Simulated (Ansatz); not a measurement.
Ti₂B:
```xyz
3
Lattice="1.5985 0.9229 4.7851 -1.5985 0.9229 4.7851 0.0000 -1.8458 4.7851" Properties=species:S:1:pos:R:3 pbc="T T T"
Ti     0.0000     0.0000    10.7710
Ti     0.0000     0.0000     3.5843
B      0.0000     0.0000     0.0000
```

Relaxed with r²SCAN+D4.

### Question
Give the Bader charges and basin volumes of the independent atoms, r²SCAN+D4 in the plane-wave PAW code Ansatz.

### Answer


| atom | Bader charge (e) | Bader volume (Å³) |
|---|---|---|
| Ti1 | +1.08 | 12.9 |
| B3 | -2.16 | 16.5 |

Space group R-3m. The start of the workflow was typed in or built on a structure type; neither database checked (COD, Materials Project) lists it. Its standing as an ambient phase is unchecked. Symmetry was held in the r²SCAN+D4 relaxation; whether a distortion lowers the energy is not shown. No spin polarisation was allowed. The volume moved by -26 % from the start of the relaxation.

Potentials: the earlier of the program's two PAW sets. The files were generated under PBE; for other functionals the program regenerates the frozen cores, and for LDA and PBEsol the local potential too.
